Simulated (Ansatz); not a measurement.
Sb$_{2}$Ru in space group Pnnm (No. 58; Sb on 4g, Ru on 2a) at seven volumes, the program Ansatz at the LDA level (PAW), shape and atoms relaxed at each. One row is withheld.

| V (Å³/atom) | P (GPa) |
|---|---|
| 18.764 | 16.06 |
| 19.383 | 9.74 |
| 20.001 | ? |
| 20.620 | -0.01 |
| 21.238 | -3.73 |
| 21.857 | -6.85 |
| 22.476 | -9.46 |

Question: Fit the shown pressures and predict the withheld one.

Answer: Third-order Birch–Murnaghan: P = (3/2)B₀(x^(7/2) − x^(5/2))[1 + (3/4)(B′ − 4)(x − 1)] with x = (V₀/V)^(2/3). Least squares on the six rows gives V₀ = 20.619 Å³/atom, B₀ = 135.4 GPa, B′ = 4.88. At V = 20.001, x = 1.0205 and P = 4.44 GPa. The run itself gave 4.45 GPa.

The workflow started from a Materials Project entry (that database holds measured and hypothetical structures alike); the Crystallography Open Database files this formula in space group No. 58, but the cells were not matched. Whether it is the stable phase at ambient conditions was not checked. Symmetry was held in the LDA relaxation; whether a distortion lowers the energy is not shown. No spin polarisation was allowed. Spin–orbit coupling is left out wherever it is not named.

Potentials: the later of the program's two PAW sets.
